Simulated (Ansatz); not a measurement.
SnS2 (CdI2 type, P-3m1) at seven volumes, PBE+D3(BJ) (plane waves, PAW; program Ansatz), shape and atoms relaxed at each. One row is withheld.

| V (Å³/atom) | P (GPa) |
|---|---|
| 20.540 | ? |
| 21.217 | 2.22 |
| 21.894 | 0.88 |
| 22.572 | 0.00 |
| 23.249 | -0.66 |
| 23.926 | -1.08 |
| 24.603 | -1.34 |

Q: Fit the shown pressures and predict the withheld one.

A: P = (3/2)B₀(x^(7/2) − x^(5/2))[1 + (3/4)(B′ − 4)(x − 1)] with x = (V₀/V)^(2/3). Least squares on the six rows gives V₀ = 22.556 Å³/atom, B₀ = 26.1 GPa, B′ = 11.12. At V = 20.540, x = 1.0644 and P = 3.96 GPa. The run itself gave 3.96 GPa.

The cell was relaxed with PBE+D3(BJ) under the symmetry of its start; of distortions, only those at the zone centre were tested. Scalar-relativistic: spin–orbit coupling is off unless named, which matters more the heavier the elements.

Potentials: the later of the program's two PAW sets.
